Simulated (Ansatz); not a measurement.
Input:

Cu3Sb:
```xyz
4
Lattice="4.4469 0.0000 0.0000 -2.2234 3.8511 0.0000 0.0000 0.0000 4.8565" Properties=species:S:1:pos:R:3 pbc="T T T"
Sb     0.0000     0.0000     0.0000
Cu     0.0000     0.0000     2.4282
Cu     0.0000     2.5674     0.0000
Cu     2.2234     1.2837     0.0000
```

This is the PBEsol-relaxed structure. Tensor components refer to the Cartesian frame of this cell.

Q: All from DFT-PBEsol in the program Ansatz with PAW potentials, unless another level is named. Estimate the bulk modulus (Birch–Murnaghan fit).

A: 69.2 GPa.

Q: Next, the elastic constants (relaxed ions, GPa)?

A: C11 = 147, C12 = 65.9, C13 = 7.1, C33 = 168, C44 = -7.9.

Q: And the highest zone-centre frequency?

A: 292 cm⁻¹.

Space group P6/mmm. The start of the workflow was typed in or built on a structure type; neither database checked (COD, Materials Project) lists it. Whether it is the stable phase at ambient conditions was not checked. The cell was relaxed with PBEsol under the symmetry of its start. At this level the phase is dynamically unstable (imaginary phonons). The run is not spin-polarised. Its formation energy is positive at this level, so the cell may be metastable or incomplete. As this level gives no gap, shear constants depend on the k-mesh and smearing (Fermi–Dirac, 0.1 eV here). As this level gives no gap, phonon frequencies hold no LO–TO term and depend on the k-mesh and smearing (Fermi–Dirac, 0.1 eV here). Scalar-relativistic: spin–orbit coupling is off unless named, which matters more the heavier the elements.

Potentials: the earlier of the program's two PAW sets. The files were generated under PBE; for other functionals the program regenerates the frozen cores, and for LDA and PBEsol the local potential too.
